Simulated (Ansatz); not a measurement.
Relaxed Sb (A7 type, space group R-3m):

```
CELL_PARAMETERS angstrom
      2.16429     1.24956     3.78321
     -2.16429     1.24956     3.78321
      0.00000    -2.49911     3.78321
ATOMIC_POSITIONS crystal
  Sb 0.23322 0.23322 0.23322
  Sb 0.76678 0.76678 0.76678
```

In each cell atom 1 (Sb, nearest neighbour Sb at 2.920 Å; its periodic images, 4.3 Å or more away, move with it) moves by s·(1.000, 0.000, 0.000) (along Cartesian x), the rest being held.

Level of theory: r2SCAN+rVV10 (plane waves to 500 eV, PAW, scalar-relativistic; Ansatz, a program for electronic structure). k mesh 11×11×11 (Γ-centred), Fermi-Dirac smearing 0.05 eV. E stands for the smeared free energy. With partly filled bands, energies and forces of such displacements shift with the k mesh and the smearing. Sb was relaxed with its symmetry unable to fall. Spin-orbit coupling is left out, though Sb is heavy. The PAW data are Ansatz's earlier set. The zero of ΔE is the undisplaced structure. The last digit holds for this mesh only.

```json
[
 {"s (Å)": "-0.580", "ΔE (meV/cell)": "601.7"},
 {"s (Å)": "-0.464", "ΔE (meV/cell)": "344.5"},
 {"s (Å)": "-0.348", "ΔE (meV/cell)": "withheld"},
 {"s (Å)": "-0.232", "ΔE (meV/cell)": "69.7"},
 {"s (Å)": "-0.116", "ΔE (meV/cell)": "16.4"},
 {"s (Å)": "0.000", "ΔE (meV/cell)": "0.0"},
 {"s (Å)": "0.116", "ΔE (meV/cell)": "16.4"},
 {"s (Å)": "0.232", "ΔE (meV/cell)": "69.7"},
 {"s (Å)": "0.348", "ΔE (meV/cell)": "withheld"},
 {"s (Å)": "0.464", "ΔE (meV/cell)": "344.5"},
 {"s (Å)": "0.580", "ΔE (meV/cell)": "601.7"}
]
```

Task: Fit an even polynomial form (powers 2, 4, 6) to the given rows and predict ΔE at s = -0.348.

Result: Least squares on the 9 given rows: ΔE = (1181)·s² + (2197)·s⁴ + (-1161)·s⁶, in meV/cell with s in Å; root-mean-square residual 0.06 meV/cell. At -0.348 the fit gives 173.2 meV/cell; the calculation gives 173.2 meV/cell, the same to the digits shown. The quadratic term alone would give 143.0 meV/cell.

(For displaced atoms, the force is minus the slope of the energy, and its curvature is a force constant, which sets phonon frequencies.)
